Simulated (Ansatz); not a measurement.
**Yb4GdAl16Mo7 with basis.ecutwfc, scf.max_iter changed**

All numbers are calculated (PBEsol, collinear spin, no spin-orbit coupling; Ansatz, PAW set soft_2, 420 eV, k-mesh 3×3×3), not measured. These are the settings of the reference run.

Cell:

```
cell
1.0
     0.0000   -6.6874   -5.2669
     6.6874    0.0000    5.2669
    -6.6874    0.0000    5.2669
Al Gd Mo Yb
16 1 7 4
Direct
  0.1799 0.2300 0.4271
  0.6980 0.0195 0.6987
  0.2018 0.7514 0.9490
  0.6984 0.4982 0.1992
  0.3015 0.2997 0.0007
  0.7982 0.0496 0.2472
  0.3020 0.8216 0.5007
  0.8200 0.5501 0.7472
  0.6980 0.6995 0.0187
  0.1799 0.4280 0.2292
  0.6984 0.2000 0.4973
  0.2018 0.9498 0.7505
  0.3020 0.5015 0.8208
  0.7982 0.2480 0.0487
  0.3016 0.0016 0.2989
  0.8200 0.7480 0.5492
  0.5000 0.6248 0.6239
  0.0000 0.3748 0.8739
  0.5000 0.1248 0.1239
  0.0000 0.8748 0.3740
  0.0000 0.1248 0.6239
  0.5000 0.8745 0.8737
  0.0000 0.6248 0.1239
  0.5000 0.3750 0.3742
  0.5000 0.2601 0.7501
  0.9908 0.9895 0.9887
  0.5000 0.7509 0.2592
  0.0091 0.4986 0.4978
```

The reference run of this cell is solved again as a single point with these keys changed:

| key | reference run | changed run |
| --- | --- | --- |
| basis.ecutwfc | 420 | 520 ev |
| scf.max_iter | not typed | 50 |

**Question.** How far do the results move?

**Answer.** It is refused before the calculation starts. Message: Error: YAML parse error: error: line 36 column 12: unknown unit factor `ev` — a unit is read by its exact case: `eV` is a unit here, `ev` is not
  --> <input>:36:12
   |
34 |     - { symbol: Yb, position: [1.0091376323, 0.4986488493, 0.497814001] }
35 | basis:
36 |   ecutwfc: "520 ev"
   |            ^ unknown unit factor `ev` — a unit is read by its exact case: `eV` is a unit here, `ev` is not
37
